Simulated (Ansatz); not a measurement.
CaNiGeH, a database entry at a rescaled volume

```yaml
crystal:
  lattice:
    - [4.01882, 0.00000, 0.00000]
    - [0.00000, 4.01882, 0.00000]
    - [0.00000, 0.00000, 7.79715]
  atoms:
    - { symbol: Ca, position: [0.25000, 0.25000, 0.15473] }
    - { symbol: Ca, position: [0.75000, 0.75000, 0.84527] }
    - { symbol: Ni, position: [0.75000, 0.25000, 0.50000] }
    - { symbol: Ni, position: [0.25000, 0.75000, 0.50000] }
    - { symbol: Ge, position: [0.25000, 0.25000, 0.65441] }
    - { symbol: Ge, position: [0.75000, 0.75000, 0.34559] }
    - { symbol: H, position: [0.75000, 0.25000, 0.00000] }
    - { symbol: H, position: [0.25000, 0.75000, 0.00000] }
```

The numbers come from plane-wave PAW DFT (Ansatz): r2SCAN, no spin polarisation, 500 eV, 8×8×5 Γ-centred k points, fermi-dirac occupations (width 0.1 eV). Nothing was relaxed.

- Contacts: Ni–Ge at 2.34 Å: least valence density 0.46 e/Å³ and ELF 0.41 there. Ca–H at 2.34 Å: least valence density 0.15 e/Å³ and ELF 0.09 there. Both are smooth PAW fields, read partly inside the augmentation spheres.
- Forces: The largest is on Ge5 (and as large on other atoms): 0.21 eV/Å, components (0.00, 0.00, -0.21). It makes 59° with the line to a nearest neighbour, Ni3 at 2.34 Å.
- Charges: Bader charges in e: Ca +1.46, Ni -0.28, Ge -0.43, H -0.76. In the mean Ca gives up most and H takes most.
- At the Fermi level: It is a metal, with about 3 states/eV a cell as the mean within 0.25 eV of the Fermi level, mostly Ni d (48 %) and Ge p (38 %).

Origin: a database entry at a rescaled volume. Caveats: no spin polarisation, so a magnetic state may lie lower.
